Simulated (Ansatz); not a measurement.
Ti (omega (AlB2-type)): energy against volume

Computed with Ansatz 0.2.0, DFT, r2SCAN, plane waves (500 eV) with PAW, scalar-relativistic. (PAW data from PBE, frozen cores regenerated.)

The cell is scaled uniformly from the relaxed one, with fractional coordinates and shape fixed. Energies are extrapolated to zero smearing, pressures are those at the given smearing. Magnetic state: spin not included.

A Birch-Murnaghan fit gives V₀ = 17.00 Å³/atom, B₀ = 119 GPa, B₀′ = 3.5.

Task: What are the energy above the minimum and the pressure at 15.660 Å³/atom?

Result: 44.4 meV/atom and 11.36 GPa as computed.

Task: What are the energy above the minimum and the pressure at 16.341 Å³/atom?

Result: 10.1 meV/atom and 5.16 GPa as computed.

Task: What are the energy above the minimum and the pressure at 18.384 Å³/atom?

Result: 37.0 meV/atom and -7.91 GPa as computed.
